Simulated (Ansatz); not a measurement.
ZrGeS (space group P4/nmm)

```xyz
6
Lattice="3.6019 0.0000 0.0000 0.0000 3.6019 0.0000 0.0000 0.0000 7.9879" Properties=species:S:1:pos:R:3 pbc="T T T"
Zr     0.0000     1.8010     5.7791
Zr     1.8010     0.0000     2.2088
Ge     1.8010     1.8010     0.0000
Ge     0.0000     0.0000     0.0000
S      0.0000     1.8010     3.0330
S      1.8010     0.0000     4.9550
```

The relaxed cell is deformed in two ways at once: its volume V is scaled, and at that volume it is stretched along z (the c axis of the conventional cell) so that c/a changes. Fractional atomic positions are held.

These are PBEsol (plane waves to 420 eV, PAW, scalar-relativistic; Ansatz, a first-principles code) values and carry that method's errors. k mesh 13×13×6 (Γ-centred), Fermi-Dirac smearing 0.05 eV. Energies are smeared free energies. As the atoms are clamped, bonds stretch with the cell, which overstates energies and stresses. With partly filled bands, the response to shear is sensitive to the k mesh, so small differences along c/a are uncertain. ZrGeS is run without spin polarisation. ZrGeS was relaxed with its symmetry unable to fall. ΔE is measured from the relaxed starting cell.

### Question
Give the computed ΔE (meV/atom) at all points of the grid V/V₀ = 0.960, 0.973, 0.987, 1.000, 1.013, 1.027, 1.040 by (c/a)/(c/a)₀ = 0.920, 0.947, 0.973, 1.000, 1.027, 1.053, 1.080.

### Answer
ΔE (meV/atom), with V/V₀ across and (c/a)/(c/a)₀ down:

```tsv
(c/a)/(c/a)₀ \ V/V₀	0.960	0.973	0.987	1.000	1.013	1.027	1.040
0.920	69	61	55	52	51	53	57
0.947	37	29	24	22	22	25	30
0.973	18	11	7	5	6	10	15
1.000	12	5	1	0	1	5	11
1.027	18	10	6	5	6	9	15
1.053	32	25	20	18	19	22	27
1.080	56	47	42	39	39	41	45
```

(Under strain, the slope of the energy per volume gives the stress and its curvature an elastic modulus.)
